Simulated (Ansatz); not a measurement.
Strain response of SrPb

Method: DFT PBEsol, scalar-relativistic, plane waves, PAW in Ansatz. Settings: 420 eV cutoff, 8×4×8 k-mesh, Gaussian smearing of 0.10 eV, no spin polarisation.

Starting point, cell and atoms relaxed:

```yaml
crystal:
  lattice:
    - [5.03274, 0.00000, 0.00000]
    - [0.00000, 12.19618, 0.00000]
    - [0.00000, 0.00000, 4.61015]
  atoms:
    - { symbol: Sr, position: [0.00000, 0.13405, 0.25000] }
    - { symbol: Sr, position: [0.50000, 0.36595, 0.75000] }
    - { symbol: Sr, position: [0.50000, 0.63405, 0.25000] }
    - { symbol: Sr, position: [0.00000, 0.86595, 0.75000] }
    - { symbol: Pb, position: [0.00000, 0.41549, 0.25000] }
    - { symbol: Pb, position: [0.50000, 0.08451, 0.75000] }
    - { symbol: Pb, position: [0.50000, 0.91549, 0.25000] }
    - { symbol: Pb, position: [0.00000, 0.58451, 0.75000] }
```

Deformation: shear that moves c along a by the strain times its height over the a-b plane, the cell held and the atoms relaxed, all within the symmetry that the strain leaves. Energies are extrapolated to zero smearing. On this cell's mesh the reference holds a stress of up to 0.11 GPa.

Spin–orbit coupling is left out, which can shift energies with elements as heavy as these.

(1) Give the structure at +2.0 %.

Answers

(1)
```yaml
crystal:
  lattice:
    - [5.03274, 0.00000, 0.00000]
    - [0.00000, 12.19618, 0.00000]
    - [0.09220, 0.00000, 4.61015]
  atoms:
    - { symbol: Sr, position: [0.00000, 0.13403, 0.25000] }
    - { symbol: Sr, position: [0.50000, 0.36597, 0.75000] }
    - { symbol: Sr, position: [0.50000, 0.63403, 0.25000] }
    - { symbol: Sr, position: [0.00000, 0.86597, 0.75000] }
    - { symbol: Pb, position: [0.00000, 0.41570, 0.25000] }
    - { symbol: Pb, position: [0.50000, 0.08430, 0.75000] }
    - { symbol: Pb, position: [0.50000, 0.91570, 0.25000] }
    - { symbol: Pb, position: [0.00000, 0.58430, 0.75000] }
```
Space group C2/c (15), 1.4 meV/atom over the relaxed crystal.

Cost: 6 runs of about 20 core-minutes in all, on Arm Neoverse V1 (shared hosts).